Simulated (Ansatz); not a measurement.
BeTe:
```yaml
crystal:
  lattice:
    - [0.00000, 2.81571, 2.81571]
    - [2.81571, 0.00000, 2.81571]
    - [2.81571, 2.81571, 0.00000]
  atoms:
    - { symbol: Be, position: [0.00000, 0.00000, 0.00000] }
    - { symbol: Te, position: [0.25000, 0.25000, 0.25000] }
```

Relaxed with HSE06. Special points in fractions of this cell's reciprocal vectors: Γ (0.000, 0.000, 0.000); X (0.500, 0.000, 0.500); U (0.625, 0.250, 0.625); K (0.375, 0.375, 0.750); L (0.500, 0.500, 0.500); W (0.500, 0.250, 0.750).

List the band energies nearest the valence-band maximum at these points for DFT-HSE06 in the program Ansatz with PAW potentials.

In eV from the valence-band maximum; about four levels below and three above (degenerate sets whole), none deeper than 8.9 eV; points with the same levels are listed once.

```
k              below                  above
-  -----------------  ---------------------
Γ     0.00 0.00 0.00         4.47 4.47 4.47
X  -5.65 -2.88 -2.88  2.66 3.37 11.11 11.11
U  -5.26 -4.21 -2.42         3.43 6.18 9.10
L  -6.10 -1.22 -1.22         3.90 5.48 5.48
W  -5.07 -4.01 -3.46         6.09 6.47 6.63
```

Space group F-43m (zinc blende). Symmetry was held in the HSE06 relaxation. The hybrid was solved on a coarse mesh, the path and, where they were found, the r²SCAN edge points; its band edges are the extreme levels among these. Spin–orbit coupling is left out wherever it is not named.

Potentials: the earlier of the program's two PAW sets.
